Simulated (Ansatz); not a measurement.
The relaxed structure here is a generated cell of Mo: the first start was made by placing the elements on the sites of a structure type, and the end was not matched to a known phase here, so it may be hypothetical. Known forms of Mo include space group No. 229.

A relaxed cell of Mo (P6/mmm (No. 191)), relaxed on a k-mesh at least as fine as the one used below. Method: PBEsol (plane waves to 420 eV, PAW, scalar-relativistic; Ansatz, an electronic-structure program). Γ-centred k-mesh 8×8×13 on the run's cell (coarser than for final values), Fermi–Dirac smearing 0.05 eV.

```
Mo
1.0
    4.62127     0.00000     0.00000
   -2.31064     4.00214     0.00000
    0.00000     0.00000     2.53327
Mo
3
Direct
  0.00000   0.00000   0.00000
  0.33333   0.66667   0.50000
  0.66667   0.33333   0.50000
```

The atoms are displaced along an unstable phonon of this cell by (Å):

```tsv
atom	ux	uy	uz
Mo1	0.000	0.000	0.000
Mo2	0.000	0.000	0.150
Mo3	0.000	0.000	-0.150
```

Task: What forces (eV/Å) and pressure result?

Result: 
| atom | Fx | Fy | Fz |
|---|---|---|---|
| Mo1 | 0.00 | 0.00 | 0.00 |
| Mo2 | 0.00 | 0.00 | 1.69 |
| Mo3 | 0.00 | 0.00 | -1.69 |

Pressure -0.4 GPa.

Task: Estimate the energy cost of the displacement in the harmonic approximation and compare with the calculation.

Result: For a harmonic well ΔE = −½ Σ F·u = -0.254 eV a cell, or -85 meV/atom. The calculated energy relative to the undisplaced cell is -0.10 eV/atom, so the harmonic estimate holds well.

The undisplaced cell is probably no minimum: from this displacement the run went on to Im-3m (No. 229), 0.41 eV/atom below it.

No spin polarisation in the result.
